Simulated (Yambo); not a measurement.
Yambo run on CsSrF3 (cubic perovskite, space group Pm-3m, No. 221). The wavefunctions are PBEsol (Quantum ESPRESSO, PseudoDojo norm-conserving, 84 Ry, with spin-orbit coupling) ones on a 2×2×2 mesh (40 occupied bands); a = b = c = 4.7633 Å, α = β = γ = 90.00°.

Yambo input:

```
rim_cut
gw0
dyson
el_el_corr
HF_and_locXC
cohsex
em1s
RandQpts= 1000000
RandGvec= 1 Ry
EXXRLvcs= 84 Ry
VXCRLvcs= 336 Ry
Chimod= "HARTREE"
% BndsRnXs
 1 | 314 |
%
NGsBlkXs= 7 Ry
% LongDrXs
 1.0 | 1.0 | 1.0 |
%
ExtendOut
% QPkrange
 1 | 1 | 40 | 41 |
%
```

k points by index: 1 = Γ.

The o-*.qp file then holds:

```
#    K-point    Band    Eo [eV]    E [eV]    E-Eo [eV]    Vxc [eV]    Vnlxc [eV]    Sc|Eo [eV]    Re(Z)    Im(Z)
#
    1    40    0.000000    -4.071384    -4.071384    -22.22751    -29.85159    3.552699    1.000000    0.000000
    1    41    6.226203    6.565443    0.339240    -8.025871    -3.807496    -3.879135    1.000000    0.000000
```
(The two width columns are left out.) Convergence of these settings isn't established.

Geometry of the Materials Project entry, not relaxed at this level.

The structure is a Materials Project entry; no match was found in the copy of COD used, and its stability was not checked.
